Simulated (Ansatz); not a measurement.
Starting cell, KCl (rock salt):

```xyz
2
Lattice="0.0000 3.1462 3.1462 3.1462 0.0000 3.1462 3.1462 3.1462 0.0000" Properties=species:S:1:pos:R:3 pbc="T T T"
Cl     0.0000     0.0000     0.0000
K      3.1462     3.1462     3.1462
```

Two-dimensional scan of atom 1 (Cl, nearest neighbour K at 3.146 Å; its periodic images, 4.4 Å or more away, move with it): u runs along (1.000, 0.000, 0.000), v along (0.000, 1.000, 0.000) (Cartesian). Cell and other atoms are fixed.

Calculation: r2SCAN (plane waves to 500 eV, PAW, scalar-relativistic; Ansatz, a quantum-chemistry and plane-wave program). k mesh 7×7×7 (Γ-centred), Fermi-Dirac smearing 0.05 eV. Fu and Fv are the components of the force on the atom. KCl was relaxed with its symmetry unable to fall. 

| Fu (eV/Å) | u = -0.470 | u = -0.235 | u = 0.000 | u = 0.235 | u = 0.470 |
|---|---|---|---|---|---|
| v = -0.470 | 0.87 | 0.25 | 0.00 | -0.25 | -0.87 |
| v = -0.235 | 1.13 | … | 0.00 | … | -1.13 |
| v = 0.000 | … | 0.40 | 0.00 | -0.40 | … |
| v = 0.235 | 1.13 | … | 0.00 | … | -1.13 |
| v = 0.470 | 0.87 | 0.25 | 0.00 | -0.25 | -0.87 |

Q: Some entries are withheld; supply them.

A: 
- v = -0.235, u = -0.235: 0.37
- v = -0.235, u = 0.235: -0.37
- v = 0.000, u = -0.470: 1.21
- v = 0.000, u = 0.470: -1.21
- v = 0.235, u = -0.235: 0.37
- v = 0.235, u = 0.235: -0.37

(For displaced atoms, the force is minus the slope of the energy, and its curvature is a force constant, which sets phonon frequencies.)
